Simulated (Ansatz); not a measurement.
## Run on Fe3Ge (Pm-3m) — parallel moments

These are results of Ansatz, DFT, PBEsol, PAW with Ansatz's default frozen-core files, scalar-relativistic, not measurements.

Command: `ansatz run input.yaml --threads 2 --pin off --max-ram 6144MiB --backend cpu --events-out ev --progress --plain --runs-dir out`

```yaml
crystal:
  lattice:
    - [3.66050052, 0.0, 0.0]
    - [0.0, 3.66050052, 0.0]
    - [0.0, 0.0, 3.66050052]
  atoms:
    - { symbol: Fe, position: [0.0, 0.5, 0.5], spin: 3.0 }
    - { symbol: Fe, position: [0.5, 0.5, 0.0], spin: 3.0 }
    - { symbol: Fe, position: [0.5, 0.0, 0.5], spin: 3.0 }
    - { symbol: Ge, position: [0.0, 0.0, 0.0] }
magnetization:
  spin_polarized: true
kpoints:
  mp_grid: { grid: [9, 9, 9] }
scf:
  occupations: { method: fermi_dirac, width: 0.03 }
  lower_state_search: "off"
hamiltonian:
  xc: pbesol
  pseudopotentials: { kind: paw }
output:
  forces: true
  stress: true
  eigenvalues: true
  populations: true
```

Output:

```
Engine: ansatz 0.2.0
Pseudopotentials: kind: paw
Pseudopotential: Fe, paw, valence charge 16, recommended cutoff 420 eV (normal), Fe.paw.azcp
Pseudopotential: Ge, paw, valence charge 14, recommended cutoff 420 eV (normal), Ge.paw.azcp
Functional definition: PBEsol
  exchange = pbesol_x
  correlation = pbesol_c
Crystal: 4 atoms, lattice volume = 49.048 Å³
Basis set: ecut = 420 eV, 949 PW (Γ), exchange–correlation on 50×50×50 points (8 copies of the dense FFT grid, shifted against one another)
Bands: 43, of which v1, the nominal top of the filled ones, is band 31 counted from 1 (30 counted from 0)
Symmetry: 48 space group operations
Space group: Pm-3m (ITA 221), of the structure as read, at distance tolerance 3.7e-5 Å
Magnetic group: BNS 221.92 (UNI 1594), of the structure as read, at distance tolerance 3.7e-5 Å
k-points: 35 of 729
Non-local potential: Fe, projectors of the file, l = 0: 3, l = 1: 2, l = 2: 3, l = 3: 1
Non-local potential: Ge, projectors of the file, l = 0: 2, l = 1: 2, l = 2: 3, l = 3: 1
PAW form: soft (Blöchl's): semilocal exchange-correlation on the pseudo side does not see the compensation charge
PAW frozen core: Fe, regenerated for the run's functional, and the local potential with it (the file was generated under x = pbe(κ = 0.804, μ = 0.2195149727645171), c = pbe(β = 0.06672455060314922))
PAW frozen core: Ge, regenerated for the run's functional, and the local potential with it (the file was generated under x = pbe(κ = 0.804, μ = 0.2195149727645171), c = pbe(β = 0.06672455060314922))
PAW one-centre angular grid: Fe, 590 points (default); XC on 64 Gauss nodes
PAW one-centre angular grid: Ge, 590 points (default); XC on 64 Gauss nodes
Initial density: superposition of atomic densities (chi_scale 0.1, normalization cell)
Starting moments: Σ|m| = 9 μB on 3 of 4 sites
Initial wavefunctions: pseudopotential atomic-orbital guess
Functional: x = pbesol(κ = 0.804, μ = 0.12345679012345678), c = pbesol(β = 0.046)
iter 1 solved again at ethr=1.71e-3 eV; its pass at ethr=3.10e-3 eV (dr2=1.06e0 eV) is discarded
SCF iter   1: F=—  HF=-17600.526293 eV  |F-HF|=—  |Δ(HF+E_count)|=         —  Δρ=3.97e-2 (↑3.97e-2 ↓3.91e-2)  dr2=1.06e0  dr2_m=4.55e-1  M=7.136 μB ∫|m|=7.473 μB  β_m=0.30  ethr=1.71e-3  ⟨swp⟩=1.0  Hψ=13710  notcnv=0
Mixer restart at iter 1: flushing history
[...]
SCF iter   7: F=—  HF=-17600.443870 eV  |F-HF|=—  |Δ(HF+E_count)|=   1.55e-5  Δρ=3.53e-4 (↑3.53e-4 ↓2.35e-4)  dr2=1.15e-4  dr2_m=3.16e-6  M=6.482 μB ∫|m|=6.950 μB  β_m=0.93  ethr=1.05e-6  ⟨swp⟩=1.4  Hψ=3022  notcnv=0  defer=230
SCF iter   8: F=—  HF=-17600.443847 eV  |F-HF|=—  |Δ(HF+E_count)|=   2.31e-5  Δρ=3.28e-5 (↑2.36e-5 ↓3.28e-5)  dr2=1.11e-6  dr2_m=2.27e-8  M=6.482 μB ∫|m|=6.949 μB  β_m=0.97  ethr=1.85e-7  ⟨swp⟩=2.0  Hψ=3425  notcnv=0  defer=230
SCF iter   9: F=—  HF=-17600.443836 eV  |F-HF|=—  |Δ(HF+E_count)|=   1.13e-5  Δρ=2.00e-5 (↑1.60e-5 ↓2.00e-5)  dr2=4.69e-7  dr2_m=5.38e-9  M=6.482 μB ∫|m|=6.949 μB  β_m=0.98  ethr=1.78e-9  ⟨swp⟩=2.3  Hψ=4001  notcnv=0  defer=230
SCF iter  10: F=-17600.443836 eV  HF=-17600.443836 eV  |F-HF|=3.87e-9  |Δ(HF+E_count)|=   9.99e-8  Δρ=3.94e-6 (↑1.50e-6 ↓3.94e-6)  dr2=7.91e-9  dr2_m=1.35e-9  M=6.481 μB ∫|m|=6.949 μB  ethr=1.61e-10  ⟨swp⟩=7.4  Hψ=12972  notcnv=0
SCF 1 converged in 10 iterations: F = -17600.443836 eV  dr2 = 7.91e-9
  greatest PAW one-centre occupation: 1.002 electrons in one spin orbital (limit 2), on the Fe atom at site 1 (counted from 0), in its partial waves of l = 1
SCF converged after 10 iterations
Magnetization: 6.4815 μB (34.2407 up, 27.7593 down)
[...]
  E_kinetic    = 1164.455113
  E_local      = -8276.894802  (includes V_loc(G=0)·N_el)
  E_nonlocal   = 1084.795975
  E_hartree    = 3519.304776
  E_xc         = -426.431107
  E_vxc        = -519.241301  (∫ρ·V_xc dr)
  E_paw        = -5987.572053  (= ΣΔE_a)
  E_vpaw       = -1211.481906  (= ΣTr[D̂ρ^β])
  E_aug_tail   = 0.002689  (compensation charges beyond the density's cutoff)
  E_ewald      = -8679.550360
  E_core_change = 1.455541  (= ΣΔE_core)
  E_smearing   = -0.009609  (= −TS)
  E_closure    = -0.000000  (closes the sum)
  Σ components = -17600.443836   (vs F -17600.443836, Δ=0.00e0)
--- Forces (eV/Å), atoms counted from 1 ---
  atom   1  Fe     0.00000000     0.00000000     0.00000000
  atom   2  Fe    -0.00000000    -0.00000000     0.00000000
  atom   3  Fe     0.00000000    -0.00000000     0.00000000
  atom   4  Ge    -0.00000000     0.00000000    -0.00000000
  max |Σ_I F_I| component: 8.38e-29 eV/Å
--- Stress (GPa, compression-positive) ---
      -11.314193       0.000000       0.000000
        0.000000     -11.314193       0.000000
        0.000000       0.000000     -11.314193
  P = ⅓ Tr σ = -11.3142 GPa (-113.142 kbar)
--- Band table (eV; the first three rows and the last of 70) ---
  k-point 0 ↑: bands = ["-70.4635", "-70.4096", "-70.4096", "-36.7297", "-36.7297", "-36.7297", "-36.6127", "-36.6127", "-36.6127", "-36.5082", "-36.5082", "-36.5082", "-7.1055", "-7.1055", "-7.0996", "-7.0996", "-7.0996", "5.4490", "12.0332", "13.3264", "13.3264", "13.6298", "13.6298", "13.6298", "15.5179", "15.5179", "15.5179", "16.2406", "16.2406", "16.4176", "16.4176", "16.4176", "16.9590", "1 …
  k-point 1 ↑: bands = ["-70.4621", "-70.4110", "-70.4096", "-36.7260", "-36.7260", "-36.7239", "-36.6138", "-36.6138", "-36.6130", "-36.5149", "-36.5109", "-36.5109", "-7.1050", "-7.1033", "-7.0995", "-7.0995", "-7.0995", "5.5782", "12.0817", "13.1303", "13.4230", "13.6134", "13.6134", "13.6668", "15.2890", "15.2890", "15.4734", "15.8834", "16.2390", "16.2736", "16.4922", "16.4922", "16.8948", "1 …
  k-point 2 ↑: bands = ["-70.4580", "-70.4151", "-70.4096", "-36.7157", "-36.7157", "-36.7072", "-36.6172", "-36.6172", "-36.6139", "-36.5337", "-36.5179", "-36.5179", "-7.1038", "-7.0993", "-7.0991", "-7.0991", "-7.0977", "5.9514", "11.9585", "12.7108", "13.5493", "13.5493", "13.6949", "13.7698", "15.0278", "15.0278", "15.3514", "15.3596", "16.0664", "16.2252", "16.3552", "16.3552", "16.7145", "1 …
  k-point 34 ↓: bands = ["-67.8917", "-67.8899", "-67.8899", "-34.2845", "-34.2831", "-34.2831", "-34.2576", "-34.0818", "-34.0818", "-34.0809", "-33.9605", "-33.9605", "-7.1298", "-7.1298", "-7.1298", "-7.1032", "-7.1032", "8.4795", "13.2632", "13.6501", "13.6501", "14.5395", "14.5395", "14.7630", "16.7585", "16.7585", "16.8333", "16.9318", "18.0321", "18.0321", "18.1242", "18.2969", "18.2969", " …
--- Löwdin populations: 4 sites ---
  site symbol       q [e]    m [muB]
     0     Fe     15.6121     2.2610
     1     Fe     15.6121     2.2610
     2     Fe     15.6121     2.2610
     3     Ge     14.5960    -0.2401
  spilling = 0.009157 (of n_electrons = 62.000000)
```

populations.tsv:

```
# site	symbol	l	j	q_up	q_dn
# orbitals = lowdin
# n_electrons = 62.000000
# spilling = 0.009157
0	Fe	0_3S	-	0.990963	0.991518
0	Fe	0_4S	-	0.351457	0.352940
0	Fe	1_3P	-	2.997660	2.997719
0	Fe	2_3D	-	4.596470	2.333348
1	Fe	0_3S	-	0.990963	0.991518
1	Fe	0_4S	-	0.351457	0.352940
1	Fe	1_3P	-	2.997660	2.997719
1	Fe	2_3D	-	4.596470	2.333348
2	Fe	0_3S	-	0.990963	0.991518
2	Fe	0_4S	-	0.351457	0.352940
2	Fe	1_3P	-	2.997660	2.997719
2	Fe	2_3D	-	4.596470	2.333348
3	Ge	0_4S	-	0.761327	0.727092
3	Ge	1_4P	-	1.417544	1.692970
3	Ge	2_3D	-	4.999073	4.998027
```

Site moments (μB): Fe1 2.22, Fe2 2.22, Fe3 2.22, Ge4 -0.12. Cell moment 6.48 μB.

The magnetic group in the log treats spin as a scalar label, without spin–orbit coupling.

The PAW files were made with PBE; the program remakes their cores once for the run's functional and then keeps them frozen. The Ansatz runs typed with the search for lower states off end where their start leads. The magnetic state is the one that this cell and start allow. It needn't be the compound's measured order, which may need a larger cell or be absent.

It took 6 s on 2 threads of Arm Neoverse V2, with other jobs on the host, peak memory 0.4 GiB.
